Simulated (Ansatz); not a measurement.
Input:

TiAl:
```
CELL_PARAMETERS angstrom
      2.84931     0.00000     0.00000
     -1.42465     2.46757     0.00000
      0.00000     0.00000     4.61647
ATOMIC_POSITIONS crystal
  Ti 0.00000 0.00000 0.00000
  Al 0.33333 0.66667 0.50000
```

This is the PBEsol-relaxed structure.

Question: All from the program Ansatz at the PBEsol level (PAW), unless another level is named. Give the formation energy from the elements (no fitted shifts).

Answer: -0.24 eV/atom.

Question: Next, the density of states at the Fermi level?

Answer: 1.4 states/eV per atom (mean over ±0.08 eV).

Space group P-6m2. The first step of the workflow began from a Materials Project structure, measured or hypothetical; the Crystallography Open Database copy checked does not list it. With Ti and Al taken as one species the cell has the higher symmetry P6_3/mmc, so it may be an ordered model of a mixed-site phase. It is not the phase usual at ambient conditions (space group No. 123). The cell was relaxed with PBEsol under the symmetry of its start; whether a distortion lowers the energy is not shown. No spin polarisation was allowed. The references are the lowest solids computed at this level, not always the standard phases.

Potentials: the earlier of the program's two PAW sets. The files were generated under PBE; for other functionals the program regenerates the frozen cores, and for LDA and PBEsol the local potential too.
